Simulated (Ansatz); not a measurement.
GaN:
```cif
data_Ga4N4
_chemical_formula_sum 'Ga4 N4'
_space_group_name_H-M_alt 'P63mc'
_space_group_IT_number 186
_space_group_name_Hall 'P 6c -2c'
_cell_length_a 3.15092
_cell_length_b 3.15092
_cell_length_c 10.28298
_cell_angle_alpha 90.000
_cell_angle_beta 90.000
_cell_angle_gamma 120.000
loop_
_atom_site_label
_atom_site_type_symbol
_atom_site_symmetry_multiplicity
_atom_site_Wyckoff_symbol
_atom_site_fract_x
_atom_site_fract_y
_atom_site_fract_z
_atom_site_occupancy
Ga1 Ga 2 a 0.00000 0.00000 0.00044 1
Ga2 Ga 2 b 0.33333 0.66667 0.25021 1
N1 N 2 a 0.00000 0.00000 0.31257 1
N2 N 2 b 0.33333 0.66667 0.06241 1
```

Relaxed with LDA.

Give the optical modes at the zone centre with their infrared and Raman activity from DFPT, LDA (plane waves, PAW; program Ansatz).

Transverse frequencies, without the LO–TO term; a row sums one degenerate level.

```tsv
ω (cm⁻¹)	degeneracy	IR ((D/Å)²/amu)	Raman (Å⁴/amu)	activity	symmetry
104	2	0.00	0.28	Raman	E2
107	2	0.00	0.96	Raman	E2
139	2	0.00	0.13	Raman	E1
238	1	0.00	0	silent	B1
240	1	0.00	0	silent	B1
339	1	0.03	0.41	IR+Raman	A1
546	1	56.64	40	IR+Raman	A1
557	2	106.81	17	IR+Raman	E1
561	2	0.00	57	Raman	E2
570	2	0.00	2.0	Raman	E2
574	2	0.90	0.25	IR+Raman	E1
698	1	0.00	0.14	Raman	A1
715	1	0.00	0	silent	B1
716	1	0.00	0	silent	B1
```

How high does the top mode go among those that the LO–TO term moves?

733 cm⁻¹ for q along x, 733 cm⁻¹ for q along y, 731 cm⁻¹ for q along z.

Space group P6_3mc. A made-up cell: these elements were put on the sites of a structure type. Its sites differ from those of the usual phase in this space group: another stacking or structure type. The LDA relaxation kept the symmetry of its start; phonons on a q-mesh show no instability.

Potentials: the later of the program's two PAW sets.
